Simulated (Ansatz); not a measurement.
Data:

Ni2H:
```cif
data_HNi2
_chemical_formula_sum 'Ni2 H1'
_space_group_name_H-M_alt 'P 1'
_space_group_IT_number 1
_cell_length_a 2.51726
_cell_length_b 2.51726
_cell_length_c 4.18978
_cell_angle_alpha 90.000
_cell_angle_beta 90.000
_cell_angle_gamma 120.000
loop_
_space_group_symop_operation_xyz
  'x, y, z'
loop_
_atom_site_label
_atom_site_type_symbol
_atom_site_fract_x
_atom_site_fract_y
_atom_site_fract_z
_atom_site_occupancy
Ni1 Ni 0.66667 0.33333 0.77342 1
Ni2 Ni 0.33333 0.66667 0.29213 1
H1 H 0.00000 0.00000 0.01844 1
```
The run is spin-polarised; directions of the spins, atom by atom: 0 ↑ 0.

This is the r²SCAN-relaxed structure.

Task: All from DFT-r²SCAN in the program Ansatz with PAW potentials, unless another level is named. Estimate the electronic character.

Result: metallic (no gap).

Task: Next, the density of states at the Fermi level?

Result: 1.1 states/eV per atom (mean over ±0.08 eV).

Task: What about the formation energy from the elements (no fitted shifts)?

Result: 3.6 kJ/mol of atoms.

Space group P3m1. The workflow started from an entry of the Crystallography Open Database (COD), which files this formula under 2 space groups. Whether it is the stable phase at ambient conditions was not checked. Symmetry was held in the r²SCAN relaxation; whether a distortion lowers the energy is not shown. The final state is ferromagnetic, the only order run, not a proven ground state. Other orbital occupations within this spin state were not tried. The references are the lowest solids computed at this level, not always the standard phases (solids in place of the gases).

Potentials: the later of the program's two PAW sets.
